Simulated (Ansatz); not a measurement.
ZrFe₂: pressure against volume

ZrFe₂, Fd-3m, a = 7.098 Å. The structure is a COD entry; whether it is the stable form wasn't checked. Ansatz: r2SCAN, PAW, 500 eV, Γ-centred 10×10×10 mesh on 6 atoms, Gaussian smearing 0.10 eV; collinear spin, largest moment 2.5 μB. Symmetry fixes shape and atoms, so the cell is only scaled; pressure is positive in compression.

```
V (Å³/atom) P (GPa)
     14.004     9.77
     14.450     4.48
     14.897     0.00
     15.344        ?
     15.791    -6.84
```

Problem. Take V0 = 14.897 Å³/atom, fit the third-order Birch–Murnaghan form to the other rows, and predict the missing pressure.

Solution. With the Eulerian strain f = ½[(V0/V)^(2/3) − 1] and y = P/[3f(1 + 2f)^(5/2)], the form is the line y = B0 + 1.5 B0 (B0′ − 4) f. Rows (f, y): 0.02104, 139.6; 0.01026, 138.3; -0.01905, 131.9. Means f = 0.004083, y = 136.60; Σ(Δf)² = 0.0008608, ΣΔfΔy = 0.1701; the slope is their ratio. y = 135.8 + 197.6 f GPa, so B0 = 135.8 GPa and B0′ = 4 + 2 × (197.6)/(3 × 135.8) = 4.97. At V = 15.344, f = -0.00976, y = 133.87 and P = -3.73 GPa. The run gave -3.70 GPa, so the fit is 0.03 GPa too low, within twice the rms miss on the fitted rows (0.02 GPa).

The state reached may not be the lowest one.

Cost: 5 runs of about 30 core-minutes in all, on Intel Xeon Processor @ 2.50GHz (Skylake/Cascade Lake) (shared hosts).